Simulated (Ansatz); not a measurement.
The start is a generated trial cell of W in the AFLOW prototype A_cI16_206_c (as in Si). The structure is fully relaxed (lattice and positions, P = 0) with r2SCAN (plane waves to 500 eV, PAW, scalar-relativistic; Ansatz, a program for electronic structure). First-step values are on the input's coarse k-mesh.

Ansatz input (later rounds restart from its end on a renewed k-mesh):
Ansatz 0.2 input:
```yaml
crystal:
  lattice:
    - [-3.1600002, 3.1600002, 3.1600002]
    - [3.1600002, -3.1600002, 3.1600002]
    - [3.1600002, 3.1600002, -3.1600002]
  atoms:
    - { symbol: W, position: [0.2998, 0.2998, 0.2998] }
    - { symbol: W, position: [0.5, 0, 0.2002] }
    - { symbol: W, position: [0, 0.2002, 0.5] }
    - { symbol: W, position: [0.2002, 0.5, 0] }
    - { symbol: W, position: [0.7002, 0.7002, 0.7002] }
    - { symbol: W, position: [0.5, 0, 0.7998] }
    - { symbol: W, position: [0, 0.7998, 0.5] }
    - { symbol: W, position: [0.7998, 0.5, 0] }
basis: { ecutwfc: 500, ecutrho_ratio: 4, xc_grid: 4, fft_grid_basis: typed }
kpoints: { mp_grid: { grid: [7, 7, 7] } }
hamiltonian:
  xc: r2scan
  dispersion: none
  pseudopotentials: { azcp: { folder: ./paw }, kind: paw }
scf: { occupations: { method: fermi_dirac, width: 0.05 } }
relax: { f_tol: 0.01, max_steps: 100, cell: { stress_tol: 0.02 } }
output: { forces: true, stress: true }
```

Task: By how much does the energy per atom fall from start to end?

Result: About 1.4 eV/atom.

Task: How does the volume per atom move from start to end?

Result: +33.4 %, from 15.78 to 21.04 Å³/atom.

Task: How do the shortest distances between atoms change?

Result: The closest pairs of elements (up to four, under 3.6 Å), start → end: W–W 2.19 → 2.48 Å.

Task: What band gap does the relaxed structure have at this level?

Result: Zero (metallic).

Task: What does it relax into? Give the structure.

Result: 
```cif
data_W16
_chemical_formula_sum 'W16'
_space_group_name_H-M_alt 'Ia-3'
_space_group_IT_number 206
_space_group_name_Hall '-I 2b 2c 3'
_cell_length_a 6.95649
_cell_length_b 6.95649
_cell_length_c 6.95649
_cell_angle_alpha 90.000
_cell_angle_beta 90.000
_cell_angle_gamma 90.000
loop_
_atom_site_label
_atom_site_type_symbol
_atom_site_symmetry_multiplicity
_atom_site_Wyckoff_symbol
_atom_site_fract_x
_atom_site_fract_y
_atom_site_fract_z
_atom_site_occupancy
W1 W 16 c 0.14156 0.14156 0.14156 1
```
(The calculation used a cell of 8 atoms; values per cell refer to that cell.)

The space group stays Ia-3 (No. 206) (the run could not lower it); the end is AFLOW prototype A_cI16_206_c (as in Si), with 8 atoms in the primitive cell. Final values are on a 10×10×10 k-mesh of the relaxed cell. The start holds a very short contact (W–W 2.19 Å). No spin polarisation in the result.

The run could not lose the symmetry of its start, so the end can be a saddle point.

The relaxed structure here is a generated cell of W: the first start was made by placing the elements on the sites of a structure type, and the end was not matched to a known phase here, so it may be hypothetical. Known forms of W include space group No. 229.
